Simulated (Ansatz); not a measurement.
**MgTi2Si4O12, one structure, two calculations**

Cell: a Materials Project structure (computed, not necessarily an observed phase) whose atoms were relaxed with PBE, the cell held.

Space group C2 (No. 5); a = 9.9480, b = 8.7843, c = 5.3560 Å, β = 110.32°.

| site | Wyckoff | site symmetry | x | y | z |
| --- | --- | --- | --- | --- | --- |
| Mg | 2a | 2 | 0.5000 | 0.2238 | 0.0000 |
| Ti2 | 2a | 2 | 0.5000 | 0.5990 | 0.0000 |
| Ti3 | 2b | 2 | 0.5000 | 0.4214 | 0.5000 |
| Si4 | 4c | 1 | 0.2989 | 0.9074 | 0.0303 |
| Si5 | 4c | 1 | 0.2989 | 0.0898 | 0.5230 |
| O8 | 4c | 1 | 0.1206 | 0.9052 | 0.9176 |
| O9 | 4c | 1 | 0.1239 | 0.0829 | 0.4063 |
| O10 | 4c | 1 | 0.3624 | 0.7387 | 0.0421 |
| O11 | 4c | 1 | 0.3545 | 0.0187 | 0.8328 |
| O12 | 4c | 1 | 0.3824 | 0.2521 | 0.5940 |
| O13 | 4c | 1 | 0.3569 | 0.9932 | 0.3190 |

One atom of each set is listed; the run and its k-mesh use a cell of 19 atoms with edges of 6.64, 6.64, 5.36 Å.

First run. Level of theory: DFT, PBE, plane waves and PAW, scalar-relativistic, collinear spin, 420 eV cutoff, Γ-centred 4×4×5 k-points, Fermi–Dirac smearing 0.02 eV (Ansatz 0.2.0). Start moments as typed (μB): 1 on each Ti, none on the rest.

| site | V_zz (10²¹ V/m²) | η | m (μB) |
| --- | --- | --- | --- |
| Mg | -1.98 | 0.75 | 0.00 |
| Ti2 | -1.84 | 0.99 | 0.53 |
| Ti3 | -1.20 | 0.98 | 0.78 |
| Si4 | -2.57 | 0.38 | 0.00 |
| Si5 | -3.19 | 0.86 | 0.00 |
| O8 | 4.93 | 0.13 | 0.00 |
| O9 | 5.61 | 0.67 | 0.00 |
| O10 | 6.36 | 0.28 | 0.00 |
| O11 | 8.51 | 0.58 | 0.00 |
| O12 | 6.00 | 0.38 | 0.00 |
| O13 | 9.53 | 0.07 | 0.00 |

Second run. The same atoms and settings, except that the cutoff is 300 eV.

Q: What does the second run give?

A: 

```
site   V_zz     η  change of V_zz  m (μB)
  Mg  -1.94  0.76           +0.04    0.00
 Ti2   1.71  0.96               –    0.53
 Ti3  -1.19  0.93           +0.01    0.78
 Si4  -2.60  0.38           -0.03    0.00
 Si5  -3.22  0.85           -0.03    0.00
  O8   4.69  0.13           -0.24    0.00
  O9   5.35  0.68           -0.26    0.00
 O10   6.12  0.28           -0.24    0.00
 O11   8.08  0.59           -0.43    0.00
 O12   5.76  0.38           -0.24    0.00
 O13   9.11  0.07           -0.42    0.00
```

The largest change of V_zz along a kept axis is on O11, from 8.51 to 8.08. In per cent, |V_zz| changes by -2 on Mg, -2 on Ti, +1 on Si, -5 to -4 on O (all sites that start above 0.5, bar those whose gradient vanishes or changes sign or whose main axis turns by over 40°). On Ti2 the largest principal value lies along another axis in the second run, so the two V_zz can't be compared directly.

With a gap of 0.16 eV under a smearing of 0.02 eV the band edges are partly filled, so small gradients can hang on the smearing and the k-mesh. All moments are parallel here, as the start or the cell imposes; many such compounds order antiparallel, where fields and spin densities carried over to other atoms largely cancel. The magnetic order is the one that the run reached from its start moments, not necessarily the measured one.
